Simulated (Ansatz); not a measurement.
Here is the system:

BAs:
```cif
data_As4B4
_chemical_formula_sum 'As4 B4'
_space_group_name_H-M_alt 'F-43m'
_space_group_IT_number 216
_space_group_name_Hall 'F -4 2 3'
_cell_length_a 4.80912
_cell_length_b 4.80912
_cell_length_c 4.80912
_cell_angle_alpha 90.000
_cell_angle_beta 90.000
_cell_angle_gamma 90.000
loop_
_atom_site_label
_atom_site_type_symbol
_atom_site_symmetry_multiplicity
_atom_site_Wyckoff_symbol
_atom_site_fract_x
_atom_site_fract_y
_atom_site_fract_z
_atom_site_occupancy
As1 As 4 c 0.25000 0.25000 0.25000 1
B1 B 4 a 0.00000 0.00000 0.00000 1
```
(The calculation used a cell of 2 atoms; values per cell refer to that cell.)

This is the PBE-relaxed structure.

**Question.** All from PBE in the plane-wave PAW code Ansatz, unless another level is named. Predict the hole effective mass, band 1 of 3 at the edge.

**Answer.** 0.24 along [100], 1.9 along [110], 0.57 along [111] (mₑ).

**Question.** What about the formation energy from the elements (no fitted shifts)?

**Answer.** -0.027 eV/atom.

**Question.** Next, the hole effective mass, band 3 of 3 at the edge?

**Answer.** 0.21 along [100], 0.12 along [110], 0.10 along [111] (mₑ).

**Question.** Predict the weight of the valence-edge state by species (Voronoi cells).

**Answer.** B 57 %, As 43 %.

**Question.** Next, the weight of the conduction-edge state by species (Voronoi cells)?

**Answer.** B 54 %, As 46 %.

The PBE relaxation kept the symmetry of its start; phonons on a q-mesh show no instability. The references are the lowest solids computed at this level, not always the standard phases. Scalar-relativistic: spin–orbit coupling is off unless named, which matters more the heavier the elements.

Potentials: the later of the program's two PAW sets.

Edges and masses are those of Kohn–Sham bands, whose gap is no quasiparticle gap.
